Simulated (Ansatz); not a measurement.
SiGe:
```cif
data_Ge5Si5
_chemical_formula_sum 'Si5 Ge5'
_space_group_name_H-M_alt 'P 1'
_space_group_IT_number 1
_cell_length_a 14.16330
_cell_length_b 14.16330
_cell_length_c 14.16330
_cell_angle_alpha 164.068
_cell_angle_beta 164.068
_cell_angle_gamma 22.605
loop_
_space_group_symop_operation_xyz
  'x, y, z'
loop_
_atom_site_label
_atom_site_type_symbol
_atom_site_fract_x
_atom_site_fract_y
_atom_site_fract_z
_atom_site_occupancy
Si1 Si 0.90359 0.90359 0.00000 1
Si2 Si 0.45168 0.95168 0.50000 1
Si3 Si 0.50000 0.50000 0.00000 1
Si4 Si 0.04832 0.54832 0.50000 1
Si5 Si 0.09641 0.09641 0.00000 1
Ge1 Ge 0.64626 0.14626 0.50000 1
Ge2 Ge 0.69824 0.69824 0.00000 1
Ge3 Ge 0.25000 0.75000 0.50000 1
Ge4 Ge 0.30176 0.30176 0.00000 1
Ge5 Ge 0.85374 0.35374 0.50000 1
```

Relaxed with r²SCAN. r²SCAN in the plane-wave PAW code Ansatz gives a gap of 0.52 eV.

Question: What gap does HSE06 give on the same cell (Ansatz, PAW)?

Answer: 0.87 eV, 0.34 eV more. The hybrid was solved on a coarser mesh and at special points; the gap given is the minimum over both.

Cost on shared cores: the r²SCAN run (SCF on a 10×10×10 mesh, then bands and DOS) around 12 core-minutes (rough), the HSE06 run (SCF on 6×6×6, then a few points) very roughly 13 core-minutes; the tasks are unlike.

Space group I-4m2. The start of the workflow was typed in or built on a structure type; neither database checked (COD, Materials Project) lists it. Its standing as an ambient phase is unchecked. The r²SCAN relaxation kept the symmetry of its start; whether a distortion lowers the energy is not shown. Spin–orbit coupling is left out wherever it is not named.

Potentials: the later of the program's two PAW sets.
